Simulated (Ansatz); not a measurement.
Kick test of a cell of SnPb3O4

It was reached by relaxing an invented guess, and it needn't be the stable form of this composition.

All numbers below come from DFT PBE, scalar-relativistic, plane waves, PAW (Ansatz). Cutoff 420 eV; k points 8×8×8 on the computed 8-atom cell (Γ-centred); Gaussian smearing, width 0.02 eV; no spin polarisation.

The cell below (8 atoms, space group I4mm (No. 107)) is relaxed within its symmetry.

```
Sn Pb O
1.0
    -2.83052    2.83052    5.41968
     2.83052   -2.83052    5.41968
     2.83052    2.83052   -5.41968
Sn Pb O
1 3 4
Direct
  0.85057 0.85057 0.00000
  0.63816 0.13816 0.50000
  0.13816 0.63816 0.50000
  0.36271 0.36271 0.00000
  0.99718 0.99718 0.48916
  0.50802 0.50802 0.51084
  0.99718 0.50802 0.00000
  0.50802 0.99718 0.00000
```

For the test it was strained at random (σ = 1.5 % a component), the atoms were moved at random (σ = 0.05 Å), and all was relaxed again on a coarse 4×4×4 mesh (in the run’s order of axes) with 0.10 eV smearing, with no symmetry imposed.

No dispersion correction is applied, so the spacing and binding between layers, chains or molecules are poorly described. Spin–orbit coupling, which can matter for Pb, is left out.

Q: What happens?

A: It returns, within 1 meV/atom of the unmoved cell on that mesh and with the same symmetry when read at 0.1 Å (P1 at 0.01 Å, so small strains and shifts remain). No instability shows in this cell; modes of other wave vectors, which need another repeat, aren't tested.
